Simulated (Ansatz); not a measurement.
Relaxed MgS (rock salt):

```
CELL_PARAMETERS angstrom
      0.00000     2.60155     2.60155
      2.60155     0.00000     2.60155
      2.60155     2.60155     0.00000
ATOMIC_POSITIONS crystal
  S  0.00000 0.00000 0.00000
  Mg 0.50000 0.50000 0.50000
```

In each cell atom 2 (Mg, nearest neighbour S at 2.602 Å; its periodic images, 3.7 Å or more away, move with it) moves by s·(0.000, 0.000, 1.000) (along Cartesian z), the rest being held.

All values below come from r2SCAN (plane waves to 500 eV, PAW, scalar-relativistic; Ansatz, a quantum-chemistry and plane-wave program). k mesh 9×9×9 (Γ-centred), Fermi-Dirac smearing 0.05 eV. E stands for the smeared free energy. Left out: 2 of 11 points, with atoms too close for the PAW data. MgS was relaxed with its symmetry unable to fall. The zero of ΔE is the undisplaced structure.

Successive frames, forces in eV/Å:

```
frame         ΔE (meV/cell)                 F on S1                F on Mg2
------------  -------------  ----------------------  ----------------------
s = 0.156 Å              37   (0.000, 0.000, 0.511)  (0.000, 0.000, -0.511)
s = 0.000 Å               0   (0.000, 0.000, 0.000)   (0.000, 0.000, 0.000)
s = -0.156 Å             37  (0.000, 0.000, -0.511)   (0.000, 0.000, 0.511)
s = -0.312 Å            181  (0.000, 0.000, -1.438)   (0.000, 0.000, 1.438)
```

### Question
What are the energy and the forces in the next frame, s = -0.468 Å?

### Answer
ΔE (meV/cell) = 533.

```tsv
atom	Fx	Fy	Fz
S1	0.000	0.000	-3.284
Mg2	0.000	0.000	3.284
```

(For displaced atoms, the force is minus the slope of the energy, and its curvature is a force constant, which sets phonon frequencies.)
